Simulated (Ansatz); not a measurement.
A geometry of Te₂Mo away from equilibrium: step 2 of the relaxation of a relaxed Te2Mo cell, doubled along one cell vector, shaken by Gaussian noise of σ = 0.08 Å a coordinate. Computed with r2SCAN (plane waves to 500 eV, PAW, scalar-relativistic; Ansatz, a first-principles code). Γ-centred k-mesh 4×8×2 on the run's cell (coarser than for final values), Fermi–Dirac smearing 0.05 eV.

```
CELL_PARAMETERS angstrom
      7.11401     0.00196     0.04216
     -1.77765     3.07951    -0.00990
      0.08717     0.00304    14.56509
ATOMIC_POSITIONS crystal
  Mo 0.17200 0.67581 0.74842
  Mo 0.66913 0.65673 0.74618
  Mo 0.33094 0.33133 0.24909
  Mo 0.85344 0.34797 0.25254
  Te 0.17879 0.67603 0.12379
  Te 0.67844 0.66695 0.12747
  Te 0.33141 0.33477 0.62578
  Te 0.84519 0.33631 0.62300
  Te 0.33862 0.33757 0.86964
  Te 0.82665 0.32332 0.86679
  Te 0.16863 0.67047 0.37590
  Te 0.66617 0.66491 0.36781
```

### Question
Which atoms carry the largest force, and which way does it point?

### Answer
1.39 eV/Å, on Mo4 (atoms numbered as listed); on Mo4 its components are (-0.66, -0.37, -1.17).

### Question
What is the pressure?

### Answer
+0.8 GPa, compression positive.

### Question
How much energy per atom can still be gained by relaxing?

### Answer
0.01 eV/atom; the path ends in P6₃/mmc (No. 194) (AFLOW prototype AB2_hP6_194_c_f (C7, as in MoS2)).

No spin polarisation in the result. Without a van der Waals term the distances between weakly bound units are poorly fixed.
